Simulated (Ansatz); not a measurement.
A geometry of Mg(AlC)2 away from equilibrium: the start of the relaxation of a relaxed Mg(AlC)2 cell stretched uniformly to 130 % of its volume. Level of theory: r2SCAN (plane waves to 500 eV, PAW, scalar-relativistic; Ansatz, a quantum-chemistry and plane-wave program). Γ-centred k-mesh 7×7×4 on the run's cell (coarser than for final values), Fermi–Dirac smearing 0.05 eV.

```xyz
5
Lattice="3.6809 0.0000 0.0000 -1.8404 3.1877 0.0000 0.0000 0.0000 6.3134" Properties=species:S:1:pos:R:3 pbc="T T T"
Mg     0.0000     0.0000     0.0000
Al     1.8404     1.0626     2.2131
Al     0.0000     2.1252     4.1003
C      0.0000     2.1252     1.7069
C      1.8404     1.0626     4.6066
```

### Question
What forces act on the atoms (eV/Å)?

### Answer
```json
[
 {"atom": "Mg1", "Fx": "0.00", "Fy": "0.00", "Fz": "0.00"},
 {"atom": "Al2", "Fx": "0.00", "Fy": "0.00", "Fz": "0.09"},
 {"atom": "Al3", "Fx": "0.00", "Fy": "0.00", "Fz": "-0.09"},
 {"atom": "C4", "Fx": "0.00", "Fy": "0.00", "Fz": "0.89"},
 {"atom": "C5", "Fx": "0.00", "Fy": "0.00", "Fz": "-0.89"}
]
```

### Question
What is the pressure?

### Answer
-24.6 GPa, compression positive.

### Question
How far above the relaxed end point is this geometry?

### Answer
0.33 eV/atom; the path ends in P-3m1 (No. 164).

No spin polarisation in the result.

The run could not lose the symmetry of its start.

The cell that was disturbed is our relaxation of an entry of Materials Project.
